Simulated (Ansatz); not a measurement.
Ansatz run, Rb2Cu2Bi

The input, for Ansatz 0.2.0 (plane waves, PAW):

```yaml
crystal:
  lattice:
    - [0.0, 4.575857, 0.0]
    - [4.575857, 0.0, 0.0]
    - [2.287928, 2.287928, -7.306557]
  atoms:
    - { symbol: Cu, position: [0.25, 0.75, 0.5] }
    - { symbol: Cu, position: [0.75, 0.25, 0.5] }
    - { symbol: Rb, position: [0.344, 0.344, 0.312] }
    - { symbol: Rb, position: [0.656, 0.656, 0.688] }
    - { symbol: Bi, position: [0.0, 0.0, 0.0] }
  symmetry: { tolerance: 0.0003 }
kpoints:
  mp_grid: { grid: [3, 3, 3], shift: [0, 0, 0] }
magnetization:
  spin_polarized: false
scf:
  occupations: { method: fermi_dirac }
hamiltonian:
  pseudopotentials: { kind: paw }
  xc: hse06
basis:
  ecutwfc: 420
  fft_grid_basis: typed
output:
  forces: true
  stress: true
  eigenvalues: true
  bader: true
  populations: true
  elf: true
  write_potential: true
  volumetric_format: npy
  dos:
    e_range: [-12, 8]
    de: 0.05
    projected: { site_lists: { Bi: [Bi], Cu: [Cu], Rb: [Rb] } }
```

Parts of the output:

```
SCF iter   1: F=—  Δρ=3.25e-3  dr2=5.77e-2
SCF iter   2: F=—  Δρ=2.48e-3  dr2=1.39e-2  defer=3
SCF iter   3: F=—  Δρ=2.95e-3  dr2=1.42e-2  defer=2
SCF iter   4: F=—  Δρ=6.09e-4  dr2=8.68e-4  defer=1
SCF iter   5: F=—  Δρ=3.10e-4  dr2=3.25e-4  defer=1
SCF iter   6: F=—  Δρ=2.38e-4  dr2=9.82e-5
SCF iter   7: F=—  Δρ=1.25e-4  dr2=3.07e-5
SCF iter   8: F=—  Δρ=3.34e-5  dr2=3.67e-6
SCF iter   9: F=—  Δρ=2.43e-5  dr2=9.72e-7
SCF iter  10: F=—  Δρ=4.84e-6  dr2=1.22e-7
…
SCF iter   4: F=—  Δρ=3.97e-6  dr2=4.24e-8
SCF iter   5: F=—  Δρ=4.65e-6  dr2=3.72e-8  defer=3
SCF iter   6: F=—  Δρ=4.55e-7  dr2=9.66e-10
SCF iter   7: F=—  Δρ=5.82e-7  dr2=1.12e-9 (applied; sched 1.00e-12)
SCF iter   8: F=-32181.8571 eV  Δρ=2.75e-7  dr2=2.97e-10 (applied; sched 1.00e-12)
hybrid outer 2: dexx = +1.555e-6 eV, tail = 8.96e-8 eV, Δε = 6.58e-3 eV (about 2.20e-4 eV left of the loop's levels), ΔF = 5.11e-3 eV/Å (tail 1.10e-3)
SCF iter   1: F=—  Δρ=3.46e-6  dr2=1.24e-8
SCF iter   2: F=—  Δρ=9.08e-7  dr2=1.19e-9  defer=2
SCF iter   3: F=-32181.8571 eV  Δρ=6.57e-7  dr2=1.09e-9 (applied; sched 1.48e-12)  defer=3
hybrid outer 3: dexx = +2.061e-9 eV, tail = 2.76e-9 eV, Δε = 2.55e-4 eV (about 7.80e-5 eV left of the loop's levels), ΔF = 1.54e-5 eV/Å (tail 2.71e-4)
Free energy (F): -32181.8571 eV
Frozen-core exchange: fock
Harris-Foulkes:  -32181.8571 eV  (|F-HF|=8.80e-10)
Internal energy: -32181.7289 eV  (E = F + TS)
E sigma→0 (E₀):  -32181.7930 eV
Entropy (-TS):   -0.1281 eV (-25.630 meV/atom)
Fermi energy:    7.0968 eV
--- Forces (eV/Å), atoms counted from 1 ---
  atom   1  Cu     0.0000     0.0000     0.0000
  atom   2  Cu     0.0000     0.0000     0.0000
  atom   3  Rb     0.0000     0.0000     3.2082
  atom   4  Rb     0.0000     0.0000    -3.2082
  atom   5  Bi     0.0000     0.0000     0.0000
--- Stress (GPa, compression-positive) ---
        6.9937       0.0000       0.0000
        0.0000       6.9937       0.0000
        0.0000       0.0000       7.5507
  P = ⅓ Tr σ = 7.1794 GPa (71.794 kbar)
--- Löwdin populations: 5 sites ---
  site symbol       q [e]
     0     Cu     19.0328
     1     Cu     19.0328
     2     Rb      8.4561
     3     Rb      8.4561
     4     Bi     15.6597
  spilling = 0.0051 (of n_electrons = 71.0000)
```

Origin: a known structure type with other elements, at an estimated volume, so it need not be a known compound. Caveats: the exchange threshold is loose for a stress; the SCF threshold is loose for a stress; hybrid functional on a coarse k mesh; atoms or cell far from equilibrium.
